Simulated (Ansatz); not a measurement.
A relaxation computed with Ansatz, from input to last step.

```yaml
crystal:
  lattice:
    - [5.8687249308, 0.0, 0.0]
    - [-2.9343624654, 5.0824648779, 0.0]
    - [0.0, 0.0, 6.1275126245]
  atoms:
    - { symbol: K, position: [0.5, 0.0, 0.5699627704] }
    - { symbol: K, position: [0.0, 0.5, 0.5699627704] }
    - { symbol: K, position: [0.5, 0.5, 0.5699627704] }
    - { symbol: Te, position: [0.6666666667, 0.3333333333, 0.0] }
    - { symbol: Te, position: [0.3333333333, 0.6666666667, 0.0] }
basis:
  ecutwfc: 420
kpoints:
  mp_grid: { grid: [3, 3, 4] }
hamiltonian:
  xc: pbe
scf:
  occupations: { method: gaussian, width: 0.1 }
  lower_state_search: "off"
output:
  forces: true
  stress: true
  eigenvalues: true
relax:
  adjacent_minimum: "off"
  f_tol: 0.04
  max_steps: 70
  cell: { stress_tol: 0.4 }
```

```bash
ansatz run input.yaml --threads 1 --pin off --max-ram 2560MiB --backend cpu --events-out ev --progress --plain --runs-dir out
```

Computed with DFT PBE, scalar-relativistic, plane waves, PAW in Ansatz 0.2.0.

Of 25 frames 10 are shown, positions in Å and forces in eV/Å; the SCF threshold varies from step to step. Steps run on the plane waves of an earlier cell, with a Pulay correction in the pressure. The basis is chosen afresh for the last frame, the zero of the energies, and at times for earlier ones too; energy and pressure step there, also at an unchanged geometry. Here that happened at steps 8 (-59 meV/atom, 1.7 GPa), 20 (-40 meV/atom, 1.0 GPa); the frames before carry an error of that size.

```xyz
5
Lattice="5.8687 0.0000 0.0000 -2.9344 5.0825 0.0000 0.0000 0.0000 6.1275" Properties=species:S:1:pos:R:3:forces:R:3 pbc="T T T" step=1 free_energy_over_end_meV_per_atom=1072.75 pressure_GPa=5.99
K     2.9344    0.0000    3.4925    0.0000    0.0000   -0.9189
K    -1.4672    2.5412    3.4925    0.0000    0.0000   -0.9189
K     1.4672    2.5412    3.4925    0.0000    0.0000   -0.9189
Te    2.9344    1.6942    0.0000    0.0000    0.0000    1.3782
Te    0.0000    3.3883    0.0000    0.0000    0.0000    1.3782
5
Lattice="6.7367 0.0000 0.0000 -3.3684 5.8342 0.0000 0.0000 0.0000 5.5159" Properties=species:S:1:pos:R:3:forces:R:3 pbc="T T T" step=4 free_energy_over_end_meV_per_atom=438.93 pressure_GPa=2.51
K     3.3684    0.0000    2.9914    0.0000    0.0000   -0.0133
K    -1.6842    2.9171    2.9914    0.0000    0.0000   -0.0133
K     1.6842    2.9171    2.9914    0.0000    0.0000   -0.0133
Te    3.3684    1.9447    0.2288    0.0000    0.0000    0.0201
Te    0.0000    3.8894    0.2288    0.0000    0.0000    0.0201
5
Lattice="7.3052 0.0000 0.0000 -3.6526 6.3265 0.0000 0.0000 0.0000 5.3059" Properties=species:S:1:pos:R:3:forces:R:3 pbc="T T T" step=6 free_energy_over_end_meV_per_atom=314.99 pressure_GPa=0.34
K     3.6526    0.0000    2.8766    0.0000    0.0000   -0.0061
K    -1.8263    3.1632    2.8766    0.0000    0.0000   -0.0061
K     1.8263    3.1632    2.8766    0.0000    0.0000   -0.0061
Te    3.6526    2.1088    0.2213    0.0000    0.0000    0.0099
Te    0.0000    4.2176    0.2213    0.0000    0.0000    0.0099
5
Lattice="7.6488 0.0000 0.0000 -3.8244 6.6241 0.0000 0.0000 0.0000 5.2119" Properties=species:S:1:pos:R:3:forces:R:3 pbc="T T T" step=9 free_energy_over_end_meV_per_atom=210.72 pressure_GPa=1.14
K     3.8244    0.0000    2.8245    0.0000    0.0000    0.0011
K    -1.9122    3.3120    2.8245    0.0000    0.0000    0.0011
K     1.9122    3.3120    2.8245    0.0000    0.0000    0.0011
Te    3.8244    2.2080    0.2191    0.0000    0.0000   -0.0024
Te    0.0000    4.4160    0.2191    0.0000    0.0000   -0.0024
5
Lattice="8.5148 0.0000 0.0000 -4.2574 7.3741 0.0000 0.0000 0.0000 5.0895" Properties=species:S:1:pos:R:3:forces:R:3 pbc="T T T" step=12 free_energy_over_end_meV_per_atom=147.28 pressure_GPa=-0.24
K     4.2574    0.0000    2.7584    0.0000    0.0000    0.0000
K    -2.1287    3.6870    2.7584    0.0000    0.0000    0.0000
K     2.1287    3.6870    2.7584    0.0000    0.0000    0.0000
Te    4.2574    2.4580    0.2137    0.0000    0.0000    0.0001
Te    0.0000    4.9160    0.2137    0.0000    0.0000    0.0001
5
Lattice="8.8594 0.0000 0.0000 -4.4297 7.6725 0.0000 0.0000 0.0000 4.6030" Properties=species:S:1:pos:R:3:forces:R:3 pbc="T T T" step=14 free_energy_over_end_meV_per_atom=118.34 pressure_GPa=0.04
K     4.4297    0.0000    2.4946    0.0000    0.0000    0.0004
K    -2.2149    3.8362    2.4946    0.0000    0.0000    0.0004
K     2.2149    3.8362    2.4946    0.0000    0.0000    0.0004
Te    4.4297    2.5575    0.1934    0.0000    0.0000   -0.0004
Te    0.0000    5.1150    0.1934    0.0000    0.0000   -0.0004
5
Lattice="9.2457 0.0000 0.0000 -4.6229 8.0070 0.0000 0.0000 0.0000 4.1864" Properties=species:S:1:pos:R:3:forces:R:3 pbc="T T T" step=17 free_energy_over_end_meV_per_atom=88.58 pressure_GPa=-0.44
K     4.6229    0.0000    2.2689    0.0000    0.0000    0.0001
K    -2.3114    4.0035    2.2689    0.0000    0.0000    0.0001
K     2.3114    4.0035    2.2689    0.0000    0.0000    0.0001
Te    4.6229    2.6690    0.1758    0.0000    0.0000   -0.0002
Te    0.0000    5.3380    0.1758    0.0000    0.0000   -0.0002
5
Lattice="9.1759 0.0000 0.0000 -4.5879 7.9466 0.0000 0.0000 0.0000 4.1521" Properties=species:S:1:pos:R:3:forces:R:3 pbc="T T T" step=20 free_energy_over_end_meV_per_atom=47.11 pressure_GPa=1.00
K     4.5879    0.0000    2.2503    0.0000    0.0000    0.0000
K    -2.2940    3.9733    2.2503    0.0000    0.0000    0.0000
K     2.2940    3.9733    2.2503    0.0000    0.0000    0.0000
Te    4.5879    2.6489    0.1743    0.0000    0.0000    0.0000
Te    0.0000    5.2977    0.1743    0.0000    0.0000    0.0000
5
Lattice="9.5383 0.0000 0.0000 -4.7691 8.2604 0.0000 0.0000 0.0000 4.0185" Properties=species:S:1:pos:R:3:forces:R:3 pbc="T T T" step=22 free_energy_over_end_meV_per_atom=13.33 pressure_GPa=0.51
K     4.7691    0.0000    2.1779    0.0000    0.0000    0.0000
K    -2.3846    4.1302    2.1779    0.0000    0.0000    0.0000
K     2.3846    4.1302    2.1779    0.0000    0.0000    0.0000
Te    4.7691    2.7535    0.1687    0.0000    0.0000    0.0000
Te    0.0000    5.5069    0.1687    0.0000    0.0000    0.0000
5
Lattice="9.9385 0.0000 0.0000 -4.9692 8.6070 0.0000 0.0000 0.0000 3.8967" Properties=species:S:1:pos:R:3:forces:R:3 pbc="T T T" step=25 free_energy_over_end_meV_per_atom=0.00 pressure_GPa=0.01
K     4.9692    0.0000    2.1120    0.0000    0.0000    0.0000
K    -2.4846    4.3035    2.1120    0.0000    0.0000    0.0000
K     2.4846    4.3035    2.1120    0.0000    0.0000    0.0000
Te    4.9692    2.8690    0.1636    0.0000    0.0000    0.0001
Te    0.0000    5.7380    0.1636    0.0000    0.0000    0.0001
```

The start is a random arrangement. The cell swells from 36.6 to 66.7 Å³ an atom, so the end can be far from any stable crystal. At the end the space group is P6/mmm (tolerance 0.05 Å).

The run took 2.7 min on 1 thread of Arm Neoverse V2 (shared host), peak memory 0.47 GiB.

The k mesh is coarse.